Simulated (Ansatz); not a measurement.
MoS2 (3R-MoS2 type, space group R3m)

```
MoS2
1.0
    1.58761     0.91661     6.19494
   -1.58761     0.91661     6.19494
    0.00000    -1.83321     6.19494
Mo S
1 2
Direct
  0.00000   0.00000   0.00000
  0.75030   0.75030   0.75030
  0.58300   0.58300   0.58300
```

E(V) scan at fixed shape, V₀ the volume above. The atoms relax within the cell's symmetry.

Method: r2SCAN+rVV10 (plane waves to 500 eV, PAW, scalar-relativistic; Ansatz, a program for electronic structure). k mesh 12×12×12 (Γ-centred), Fermi-Dirac smearing 0.05 eV. Stress and pressure are positive under compression. MoS2 is run without spin polarisation. MoS2 was relaxed with its symmetry unable to fall. This is one of several known forms of MoS2; the measured ambient cells at hand have space group No. 194.

At one point of the scan the stress tensor (GPa) is:

```
   -8.8      0.0      0.0
    0.0     -8.8      0.0
    0.0      0.0     -1.4
```

### Question
Which point is it?
A) V/V₀ = 1.027
B) V/V₀ = 1.107
C) V/V₀ = 1.160
D) V/V₀ = 1.080

### Answer
B, V/V₀ = 1.107

(A scan under strain: stresses follow from slopes of the energy per volume, elastic moduli from its curvatures.)
